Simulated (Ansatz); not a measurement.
What a change of settings does: P (bcc type)

First run: DFT, LDA, all-electron LAPW, scalar-relativistic (Ansatz 0.2.0).

Command: `ansatz run input.yaml --threads 1 --pin off --max-ram 2048MiB --backend cpu --events-out ev --progress --plain --runs-dir out` It took 5 s on 1 thread of Arm Neoverse V1, with other jobs on the host, peak memory 0.23 GiB.

```yaml
crystal:
  lattice:
    - [-1.4183789177, 1.4183789177, 1.4183789177]
    - [1.4183789177, -1.4183789177, 1.4183789177]
    - [1.4183789177, 1.4183789177, -1.4183789177]
  atoms:
    - { symbol: P, position: [0.0, 0.0, 0.0] }
kpoints:
  mp_grid: { grid: [17, 17, 17] }
scf:
  occupations: { method: fermi_dirac, width: 0.05 }
hamiltonian:
  xc: lda
  pseudopotentials: { kind: all_electron, lapw: { basis_error: 0.001 } }
output:
  forces: true
  stress: true
  eigenvalues: true
  populations: true
```

The cell comes from a relaxation on PAW files under the same functional, begun from a prototype that needn't be the stable phase.

This run: volume at 0.84 of the series' base cell.

It converges in 5 SCF iterations at a pressure of 26.7 GPa.

The input is then changed:

```diff
 scf:
-  occupations: { method: fermi_dirac, width: 0.05 }
+  occupations: { method: cold, width: 0.3 }
 hamiltonian:
```

Problem. What does the second run give?

Solution. It converges in 5 SCF iterations at a pressure of 26.6 GPa, free energy +2.0 meV/atom against the first run's. Some of the changed settings are coarser than converged work would use.
